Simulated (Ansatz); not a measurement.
WC:
```
WC
1.0
    2.89844     0.00000     0.00000
   -1.44922     2.51012     0.00000
    0.00000     0.00000     2.82722
W C
1 1
Cartesian
  0.00000   0.00000   0.00000
  1.44922   0.83671   1.41361
```

Relaxed with PBEsol. Special points in fractions of this cell's reciprocal vectors: Γ (0.000, 0.000, 0.000); M (0.500, 0.000, 0.000); K (0.333, 0.333, 0.000); A (0.000, 0.000, 0.500); L (0.500, 0.000, 0.500); H (0.333, 0.333, 0.500).

### Question
List the band energies nearest the Fermi level at these points for plane-wave PAW PBEsol with spin–orbit coupling (Ansatz code).

### Answer
In eV from the Fermi level; about four levels below and three above (degenerate sets whole), none deeper than 8.9 eV; points with the same levels are listed once.

```tsv
k	below	above
Γ	-3.56 -3.56 -3.25 -3.25	0.06 0.06 3.06 3.06
M	-3.64 -3.64 -0.48 -0.48	2.35 2.35 4.43 4.43
K	-4.98 -4.35 -3.58 -3.44	0.37 0.71 0.76
A	-0.88 -0.88 -0.32 -0.32	3.64 3.64 4.53 4.53
L	-4.41 -4.41 -4.26 -4.26	0.25 0.25 4.45 4.45
H	-1.85 -1.60 -0.72 -0.52	4.35 4.43 6.42
```

Space group P-6m2. The PBEsol relaxation kept the symmetry of its start. No spin polarisation was allowed.

Potentials: the later of the program's two PAW sets.
